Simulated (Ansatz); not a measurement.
Input and command of a calculation in Ansatz (plane waves; scalar-relativistic PAW potentials unless the input names others):

```yaml
crystal:
  lattice:
    - [3.2821770735, 0.0, 0.0]
    - [-1.6410885367, 2.8424487254, 0.0]
    - [0.0, 0.0, 12.2759087355]
  atoms:
    - { symbol: In, position: [0.0, 0.0, 0.3831310465] }
    - { symbol: In, position: [0.0, 0.0, 0.6168689535] }
    - { symbol: In, position: [0.6666666667, 0.3333333333, 0.1131444781] }
    - { symbol: In, position: [0.3333333333, 0.6666666667, 0.8868555219] }
    - { symbol: O, position: [0.6666666667, 0.3333333333, 0.3007281244] }
    - { symbol: O, position: [0.3333333333, 0.6666666667, 0.6992718756] }
basis:
  ecutwfc: "80 eV"
kpoints:
  mp_grid: { grid: [12, 12, 4] }
hamiltonian:
  xc: lda
scf:
  occupations: { method: fermi_dirac, width: 0.15 }
  max_iter: 100
output:
  forces: true
  eigenvalues: true
  stress: true
```

```bash
ansatz run input.yaml --threads 2 --pin off --max-ram 7168MiB --backend cpu --events-out ev --progress --plain --runs-dir out
```

Abridged log:
```
band count auto-derived: 40 (N_el = 64.0; filled up to band 32; 39 by the electrons, moments and atoms)
Pseudopotentials: kind: paw
Pseudopotential: In, paw, valence charge 13, recommended cutoff 420 eV (normal)
Pseudopotential: O, paw, valence charge 6, recommended cutoff 420 eV (normal)
Functional definition: SPW92
Crystal: 6 atoms, lattice volume = 114.527 Å³
Basis set: ecut = 80 eV, 191 PW (Γ)
Bands: 40, of which v1, the nominal top of the filled ones, is band 32 counted from 1 (31 counted from 0)
Symmetry: 12 space group operations
Space group: P-3m1 (ITA 164), of the structure as read, at distance tolerance 4.9e-5 Å
k-points: 69 of 576
Initial density: superposition of atomic densities (neutral atoms: chi_scale 0, normalization atom), corrected by the library's trained network
Initial wavefunctions: pseudopotential atomic-orbital guess
Functional: x = slater, c = lda
SCF iter   1: F=—  HF=-22091.701475 eV  |F-HF|=—  |Δ(HF+E_count)|=         —  Δρ=1.17e0  dr2=1.42e3  ethr=1.77e-3  ⟨swp⟩=7.9  Hψ=13757  notcnv=0
SCF iter   2: F=—  HF=-21656.417017 eV  |F-HF|=—  |Δ(HF+E_count)|=    4.35e2  Δρ=7.88e-1  dr2=6.43e2  ethr=1.77e-3  ⟨swp⟩=4.2  Hψ=8950  notcnv=0  defer=1
SCF iter   3: F=—  HF=-21275.273580 eV  |F-HF|=—  |Δ(HF+E_count)|=    3.81e2  Δρ=8.30e-2  dr2=6.63e1  ethr=1.77e-3  ⟨swp⟩=8.6  Hψ=15640  notcnv=0  defer=20
SCF iter   4: F=—  HF=-21276.051256 eV  |F-HF|=—  |Δ(HF+E_count)|=   7.78e-1  Δρ=4.27e-2  dr2=3.50e0  ethr=1.77e-3  ⟨swp⟩=4.2  Hψ=6229  notcnv=0  defer=4
SCF iter   5: F=—  HF=-21276.598834 eV  |F-HF|=—  |Δ(HF+E_count)|=   5.48e-1  Δρ=1.76e-2  dr2=7.62e-1  ethr=1.77e-3  ⟨swp⟩=2.7  Hψ=5584  notcnv=0  defer=3
SCF iter   6: F=—  HF=-21276.684185 eV  |F-HF|=—  |Δ(HF+E_count)|=   8.54e-2  Δρ=5.90e-3  dr2=1.21e-1  ethr=1.19e-3  ⟨swp⟩=2.1  Hψ=4747  notcnv=0
SCF iter   7: F=—  HF=-21276.680069 eV  |F-HF|=—  |Δ(HF+E_count)|=   4.12e-3  Δρ=1.07e-3  dr2=9.79e-3  ethr=1.90e-4  ⟨swp⟩=1.1  Hψ=2864  notcnv=0
SCF iter   8: F=—  HF=-21276.679840 eV  |F-HF|=—  |Δ(HF+E_count)|=   2.29e-4  Δρ=5.30e-4  dr2=6.41e-3  ethr=1.53e-5  ⟨swp⟩=1.2  Hψ=2922  notcnv=0
SCF iter   9: F=—  HF=-21276.679706 eV  |F-HF|=—  |Δ(HF+E_count)|=   1.35e-4  Δρ=2.63e-4  dr2=1.04e-3  ethr=1.00e-5  ⟨swp⟩=1.2  Hψ=2777  notcnv=0
SCF iter  10: F=—  HF=-21276.679675 eV  |F-HF|=—  |Δ(HF+E_count)|=   3.03e-5  Δρ=4.79e-5  dr2=7.11e-6  ethr=1.62e-6  ⟨swp⟩=1.3  Hψ=2831  notcnv=0
SCF iter  11: F=—  HF=-21276.679660 eV  |F-HF|=—  |Δ(HF+E_count)|=   1.51e-5  Δρ=1.51e-5  dr2=6.13e-7  ethr=1.11e-8  ⟨swp⟩=2.6  Hψ=4670  notcnv=0  defer=1
SCF iter  12: F=-21276.679660 eV  HF=-21276.679660 eV  |F-HF|=1.71e-8  |Δ(HF+E_count)|=   1.60e-8  Δρ=4.20e-6  dr2=3.50e-8  ethr=1.56e-10  ⟨swp⟩=8.6  Hψ=11992  notcnv=0
SCF 1 converged in 12 iterations: F = -21276.679660 eV  dr2 = 3.50e-8
SCF converged after 12 iterations
Free energy (F): -21276.679660 eV
Harris-Foulkes:  -21276.679660 eV  (|F-HF|=1.71e-8)
Internal energy: -21276.196015 eV  (E = F + TS)
E sigma→0 (E₀):  -21276.437837 eV
Entropy (-TS):   -0.483646 eV (-80.608 meV/atom)
Fermi energy:    11.840724 eV
--- Forces (eV/Å), atoms counted from 1 ---
  atom   1  In     0.00000000     0.00000000     3.20230243
  atom   2  In     0.00000000     0.00000000    -3.20230243
  atom   3  In     0.00000000     0.00000000     6.37815455
  atom   4  In     0.00000000     0.00000000    -6.37815455
  atom   5  O      0.00000000     0.00000000     1.37835354
  atom   6  O      0.00000000     0.00000000    -1.37835354
--- Stress (GPa, compression-positive) ---
     -125.321119       0.000000       0.000000
        0.000000    -125.321119       0.000000
        0.000000       0.000000    -190.722661
  P = ⅓ Tr σ = -147.1216 GPa (-1471.216 kbar)
```

Q: What should be changed?

A: The fault is a cutoff far too low (basis.ecutwfc: 420 → "80 eV", the first being the value of the sound run). Setting it back cures it. The log, from which this was withheld above, says: «Warning: basis.ecutwfc = 80 eV is below the records' recommended 420 eV, and the density's cutoff is lower with it unless basis.ecutrho_ratio is high enough to keep the records' density cutoff: compare with a run at a higher cutoff» The run converged all the same, with an energy at zero smearing 277.1 eV/atom above the reference's, pressure -147.12 GPa, largest force 6.378 eV/Å, no gap on the mesh, so convergence alone doesn't show that an input is right. A reference run on usual settings, whose relaxation ended at this geometry, converged, and the end of its own relaxation has pressure 1.16 GPa, largest force 0.000 eV/Å, no gap on the mesh (its cell was held, or driven to that pressure on purpose).

Time: 1.1 s on 2 threads of Intel(R) Xeon(R) 6975P-C (Granite Rapids), with other jobs on the host, peak memory 0.37 GiB.